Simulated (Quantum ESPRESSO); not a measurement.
## Si3O4FN (finding a planted mistake in a log)

Simulated, not a measurement. The program is pw.x of Quantum ESPRESSO 7.5 (plane-wave density functional theory). The cell is made up: 9 atoms on a quartz lattice, with randomly drawn elements, strain and displacements, not relaxed. PseudoDojo standard norm-conserving files (v0.5 for PBE, v0.4.1 for LDA and PBEsol) set the functional; there is no spin polarisation, spin-orbit coupling or dispersion term, and the masses in the input are unused placeholders.

Intended input:

```
&control calculation='scf', pseudo_dir='./dojo.nc.sr.pbe.v0_5.standard.upf', outdir='./o', disk_io='medium', tprnfor=.true., tstress=.true. /
&system ibrav=0, nat=9, ntyp=4, nbnd=30, ecutwfc=84.00895049, nosym=.true., tot_charge=0,
 occupations='smearing', smearing='fd', degauss=0.0018374661
/
&electrons conv_thr=7.350e-09, electron_maxstep=60, /
ATOMIC_SPECIES
F 1.0 F.upf
N 1.0 N.upf
O 1.0 O.upf
Si 1.0 Si.upf
CELL_PARAMETERS angstrom
5.1385 0.0 0.0
-2.5692 4.45 0.0
0.0 0.0 5.64
ATOMIC_POSITIONS angstrom
Si 2.3903 0.0173 3.7575
Si -1.1803 2.0575 1.9058
Si 1.3814 2.3506 0.0115
O 1.3951 1.2108 4.4511
O 3.3788 0.6497 2.5337
O 2.93 2.5795 0.6248
F 0.2646 1.8361 1.2353
O -1.0847 3.2796 3.0938
N 0.7861 3.7919 4.9571
K_POINTS automatic
5 5 4 1 1 1
```

The log is shortened where brackets say so; the opening notice, blank lines, dates and the lines on written files are dropped, and the path of the files is cut. It prints rydbergs, bohrs and kilobars, and counts compression as positive stress. Where no state is partly filled, the Fermi energy that it prints is only some level between the filled and the empty states on the mesh, and need not lie in the true gap.

Log of the intended run:

```
     Program PWSCF v.7.5
     Parallel version (MPI & OpenMP), running on       1 processor cores
     Number of MPI processes:                 1
     Threads/MPI process:                     1
     [start-up lines left out]
     bravais-lattice index     =            0
     lattice parameter (alat)  =       9.7104  a.u.
     unit-cell volume          =     870.3062 (a.u.)^3
     number of atoms/cell      =            9
     number of atomic types    =            4
     number of electrons       =        48.00
     number of Kohn-Sham states=           30
     kinetic-energy cutoff     =      84.0090  Ry
     charge density cutoff     =     336.0358  Ry
     scf convergence threshold =      7.3E-09
     mixing beta               =       0.7000
     number of iterations used =            8  plain     mixing
     Exchange-correlation= PBE
                           (   1   4   3   4   0   0   0)
     [axes and pseudopotential details left out]
   Cartesian axes
     site n.     atom                  positions (alat units)
         1        Si     tau(   1) = (   0.4651747   0.0033667   0.7312445  )
         2        Si     tau(   2) = (  -0.2296974   0.4004087   0.3708864  )
         3        Si     tau(   3) = (   0.2688333   0.4574487   0.0022380  )
         4        O      tau(   4) = (   0.2714995   0.2356330   0.8662256  )
         5        O      tau(   5) = (   0.6575460   0.1264377   0.4930816  )
         6        O      tau(   6) = (   0.5702053   0.5019947   0.1215919  )
         7        F      tau(   7) = (   0.0514936   0.3573222   0.2404009  )
         8        O      tau(   8) = (  -0.2110927   0.6382407   0.6020823  )
         9        N      tau(   9) = (   0.1529824   0.7379391   0.9646979  )
     number of k points=    50  Fermi-Dirac smearing, width (Ry)=  0.0018
                       cart. coord. in units 2pi/alat
        k(    1) = (   0.1000000   0.1732067   0.1138852), wk =   0.0400000
        k(    2) = (   0.1000000   0.1732067   0.3416556), wk =   0.0400000
     [further k points left out]
     Dense  grid:    90495 G-vectors     FFT dimensions: (  60,  60,  64)
     Estimated max dynamical RAM per process >     115.67 MB
     Initial potential from superposition of free atoms
     starting charge      47.9981, renormalised to      48.0000
     Starting wfcs are   36 randomized atomic wfcs
     total cpu time spent up to now is       17.8 secs
     per-process dynamical memory:    88.1 Mb
     Self-consistent Calculation
     iteration #  1     ecut=    84.01 Ry     beta= 0.70
     Davidson diagonalization with overlap
     ethr =  1.00E-02,  avg # of iterations =  3.0
     total cpu time spent up to now is       51.9 secs
     total energy              =    -227.13560686 Ry
     estimated scf accuracy    <       2.66386283 Ry
     iteration #  2     ecut=    84.01 Ry     beta= 0.70
     Davidson diagonalization with overlap
     ethr =  5.55E-03,  avg # of iterations =  3.0
     total cpu time spent up to now is      100.3 secs
     total energy              =    -227.53531944 Ry
     estimated scf accuracy    <       3.35896249 Ry
     [iterations 3 to 10 left out]
     iteration # 11     ecut=    84.01 Ry     beta= 0.70
     Davidson diagonalization with overlap
     ethr =  1.65E-09,  avg # of iterations =  3.8
     total cpu time spent up to now is      443.8 secs
     total energy              =    -228.29753551 Ry
     estimated scf accuracy    <       0.00000006 Ry
     iteration # 12     ecut=    84.01 Ry     beta= 0.70
     Davidson diagonalization with overlap
     ethr =  1.20E-10,  avg # of iterations =  2.1
     total cpu time spent up to now is      483.4 secs
     End of self-consistent calculation
     [lines on levels left out]
     the Fermi energy is     4.9958 ev
!    total energy              =    -228.29753552 Ry
     estimated scf accuracy    <          3.4E-09 Ry
     smearing contrib. (-TS)   =      -0.00000000 Ry
     internal energy E=F+TS    =    -228.29753552 Ry
     The total energy is F=E-TS. E is the sum of the following terms:
     one-electron contribution =    -117.11511400 Ry
     hartree contribution      =      82.38432143 Ry
     xc contribution           =     -60.41193324 Ry
     ewald contribution        =    -133.15480973 Ry
     convergence has been achieved in  12 iterations
     Forces acting on atoms (cartesian axes, Ry/au):
     atom    1 type  4   force =     0.06460184   -0.01352957    0.11993013
     atom    2 type  4   force =    -0.21646376    0.07507378    0.07746106
     atom    3 type  4   force =     0.06442389    0.15635802   -0.21481378
     atom    4 type  3   force =     0.01814476   -0.03826095   -0.00298555
     atom    5 type  3   force =     0.00929060    0.05525561   -0.01624632
     atom    6 type  3   force =     0.01157053   -0.04872725    0.08223794
     atom    7 type  1   force =     0.05422432   -0.04953142    0.01654635
     atom    8 type  3   force =    -0.02257984   -0.07854426   -0.11971489
     atom    9 type  2   force =     0.01678765   -0.05809396    0.05758506
     Total force =     0.447329     Total SCF correction =     0.000047
     Computing stress (Cartesian axis) and pressure
          total   stress  (Ry/bohr**3)                   (kbar)     P=      -87.62
  -0.00024138   0.00012315  -0.00030108          -35.51       18.12      -44.29
   0.00012315  -0.00082382  -0.00000669           18.12     -121.19       -0.98
  -0.00030108  -0.00000669  -0.00072169          -44.29       -0.98     -106.16
     init_run     :     15.20s CPU     17.63s WALL (       1 calls)
     electrons    :    441.93s CPU    465.67s WALL (       1 calls)
     forces       :      8.15s CPU      8.30s WALL (       1 calls)
     stress       :     31.97s CPU     32.16s WALL (       1 calls)
     [timing details left out]
     PWSCF        :   8m17.63s CPU   8m45.03s WALL
     JOB DONE.
```

A second run was made from an input with one planted mistake. Its log:

```
     Program PWSCF v.7.5
     Parallel version (MPI & OpenMP), running on       4 processor cores
     Number of MPI processes:                 4
     Threads/MPI process:                     1
     [start-up lines left out]
     bravais-lattice index     =            0
     lattice parameter (alat)  =       9.5987  a.u.
     unit-cell volume          =     840.6126 (a.u.)^3
     number of atoms/cell      =            9
     number of atomic types    =            4
     number of electrons       =        48.00
     number of Kohn-Sham states=           30
     kinetic-energy cutoff     =      84.0090  Ry
     charge density cutoff     =     336.0358  Ry
     scf convergence threshold =      7.3E-09
     mixing beta               =       0.7000
     number of iterations used =            8  plain     mixing
     Exchange-correlation= PBE
                           (   1   4   3   4   0   0   0)
     [axes and pseudopotential details left out]
   Cartesian axes
     site n.     atom                  positions (alat units)
         1        Si     tau(   1) = (   0.4651731   0.0033665   0.7312478  )
         2        Si     tau(   2) = (  -0.2296925   0.4004016   0.3708903  )
         3        Si     tau(   3) = (   0.2688310   0.4574556   0.0022444  )
         4        O      tau(   4) = (   0.2715084   0.2356381   0.8662244  )
         5        O      tau(   5) = (   0.6575383   0.1264323   0.4930897  )
         6        O      tau(   6) = (   0.5702051   0.5019884   0.1215892  )
         7        F      tau(   7) = (   0.0515021   0.3573257   0.2404024  )
         8        O      tau(   8) = (  -0.2110879   0.6382447   0.6020790  )
         9        N      tau(   9) = (   0.1529905   0.7379415   0.9647006  )
     number of k points=    50  Fermi-Dirac smearing, width (Ry)=  0.0018
                       cart. coord. in units 2pi/alat
        k(    1) = (   0.1000000   0.1732086   0.1138858), wk =   0.0400000
        k(    2) = (   0.1000000   0.1732086   0.3416575), wk =   0.0400000
     [further k points left out]
     Dense  grid:    87385 G-vectors     FFT dimensions: (  60,  60,  64)
     Estimated max dynamical RAM per process >     177.51 MB
     Estimated total dynamical RAM >     646.02 MB
     Initial potential from superposition of free atoms
     starting charge      47.9981, renormalised to      48.0000
     Starting wfcs are   36 randomized atomic wfcs
     total cpu time spent up to now is        3.4 secs
     per-process dynamical memory:   133.5 Mb
     Self-consistent Calculation
     iteration #  1     ecut=    84.01 Ry     beta= 0.70
     Davidson diagonalization with overlap
     ethr =  1.00E-02,  avg # of iterations =  3.0
     total cpu time spent up to now is        9.6 secs
     total energy              =    -227.15598469 Ry
     estimated scf accuracy    <       2.68083502 Ry
     iteration #  2     ecut=    84.01 Ry     beta= 0.70
     Davidson diagonalization with overlap
     ethr =  5.59E-03,  avg # of iterations =  3.1
     total cpu time spent up to now is       15.6 secs
     total energy              =    -227.64660998 Ry
     estimated scf accuracy    <       2.98384894 Ry
     [iterations 3 to 10 left out]
     iteration # 11     ecut=    84.01 Ry     beta= 0.70
     Davidson diagonalization with overlap
     ethr =  2.14E-09,  avg # of iterations =  3.8
     total cpu time spent up to now is       66.8 secs
     total energy              =    -228.31068175 Ry
     estimated scf accuracy    <       0.00000004 Ry
     iteration # 12     ecut=    84.01 Ry     beta= 0.70
     Davidson diagonalization with overlap
     ethr =  8.83E-11,  avg # of iterations =  2.8
     total cpu time spent up to now is       72.2 secs
     End of self-consistent calculation
     [lines on levels left out]
     the Fermi energy is     6.0183 ev
!    total energy              =    -228.31068176 Ry
     estimated scf accuracy    <          4.3E-09 Ry
     smearing contrib. (-TS)   =      -0.00000000 Ry
     internal energy E=F+TS    =    -228.31068176 Ry
     The total energy is F=E-TS. E is the sum of the following terms:
     one-electron contribution =    -114.62255671 Ry
     hartree contribution      =      81.62244660 Ry
     xc contribution           =     -60.60624062 Ry
     ewald contribution        =    -134.70433103 Ry
     convergence has been achieved in  12 iterations
     Forces acting on atoms (cartesian axes, Ry/au):
     atom    1 type  4   force =     0.06535878   -0.00701271    0.12222156
     atom    2 type  4   force =    -0.22385521    0.08083540    0.07871128
     atom    3 type  4   force =     0.06347104    0.16010424   -0.21166599
     atom    4 type  3   force =     0.00815461   -0.04146361   -0.01024589
     atom    5 type  3   force =     0.01176820    0.04553568   -0.02110165
     atom    6 type  3   force =     0.01915197   -0.04414293    0.08091705
     atom    7 type  1   force =     0.06899231   -0.05733622    0.01563537
     atom    8 type  3   force =    -0.03455033   -0.08506854   -0.12141981
     atom    9 type  2   force =     0.02150864   -0.05145130    0.06694807
     Total force =     0.457201     Total SCF correction =     0.000046
     Computing stress (Cartesian axis) and pressure
          total   stress  (Ry/bohr**3)                   (kbar)     P=      -41.82
   0.00007833   0.00012176  -0.00029053           11.52       17.91      -42.74
   0.00012176  -0.00050592  -0.00000833           17.91      -74.42       -1.23
  -0.00029053  -0.00000833  -0.00042534          -42.74       -1.23      -62.57
     init_run     :      3.21s CPU      3.34s WALL (       1 calls)
     electrons    :     68.47s CPU     68.81s WALL (       1 calls)
     forces       :      0.99s CPU      1.00s WALL (       1 calls)
     stress       :      3.48s CPU      3.48s WALL (       1 calls)
     [timing details left out]
     PWSCF        :   1m16.27s CPU   1m16.79s WALL
     JOB DONE.
```

Question: what was wrong in the second input?

Answer: the cell and the positions are scaled by a wrong factor. The input lines that differ, file-writing options aside:

```
- 5.1385 0.0 0.0
+ 5.0794 0.0 0.0
- -2.5692 4.45 0.0
+ -2.5397 4.3988 0.0
- 0.0 0.0 5.64
+ 0.0 0.0 5.5751
- Si 2.3903 0.0173 3.7575
+ Si 2.3628 0.0171 3.7143
- Si -1.1803 2.0575 1.9058
+ Si -1.1667 2.0338 1.8839
- Si 1.3814 2.3506 0.0115
+ Si 1.3655 2.3236 0.0114
- O 1.3951 1.2108 4.4511
+ O 1.3791 1.1969 4.3999
- O 3.3788 0.6497 2.5337
+ O 3.3399 0.6422 2.5046
- O 2.93 2.5795 0.6248
+ O 2.8963 2.5498 0.6176
- F 0.2646 1.8361 1.2353
+ F 0.2616 1.815 1.2211
- O -1.0847 3.2796 3.0938
+ O -1.0722 3.2419 3.0582
- N 0.7861 3.7919 4.9571
+ N 0.7771 3.7483 4.9001
```

```
                                            intended run  run with the mistake
                          free energy (eV)     -3106.146             -3106.325
                    smearing term -TS (eV)        0.0000                0.0000
                            pressure (GPa)         -8.76                 -4.18
            largest force component (eV/Å)         5.566                 5.756
largest change of a force component (eV/Å)                               0.380
                                iterations            12                    12
```

For scale, a rerun of the intended cell at a cutoff of 1437 eV and k mesh 7 x 7 x 6 moved values by no more than 0.002 eV in energy, 0.02 GPa in stress and 0.002 eV/Å in force.